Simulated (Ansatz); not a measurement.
What a change of settings does to a run on AlFe

The geometry is COD entry 1541193, unchecked; take it as a test cell. The listed cell was then made from it by scaling, straining or moving an atom.

First run: DFT, LDA, PAW with Ansatz's default frozen-core files, scalar-relativistic (Ansatz 0.2.0).

Command: `ansatz run input.yaml --threads 1 --pin off --max-ram 3072MiB --backend cpu --events-out ev --progress --plain --runs-dir out` The run took about 15 s on 1 thread of a shared machine.

```yaml
crystal:
  lattice:
    - [2.8505955764, 0.0, 0.0]
    - [0.0, 2.8505955764, 0.0]
    - [0.0, 0.0, 2.8505955764]
  atoms:
    - { symbol: Al, position: [0.0, 0.0, 0.0] }
    - { symbol: Fe, position: [0.5, 0.5, 0.5], spin: 3.0 }
magnetization:
  spin_polarized: true
kpoints:
  mp_grid: { grid: [11, 11, 11] }
scf:
  occupations: { method: fermi_dirac, width: 0.05 }
hamiltonian:
  xc: lda
  pseudopotentials: { kind: paw }
output:
  forces: true
  stress: true
  efg: { contact_densities: true }
relax:
  f_tol: 0.005
  max_steps: 80
  cell: {}
```

Result: converged; relaxed volume 11.164 Å³/atom; moment 0.64 μB; 58 SCF iterations in all.

The input is then changed:

```diff
@@ -24,3 +24,5 @@
   max_steps: 80
   cell: {}
+basis:
+  ecutwfc: "33.1 Ry"
```

Problem. What does the second run give?

Solution. It converged; energy at zero smearing -0.5 meV/atom from the first run; relaxed volume 11.165 Å³/atom; moment 0.64 μB; 49 SCF iterations in all.
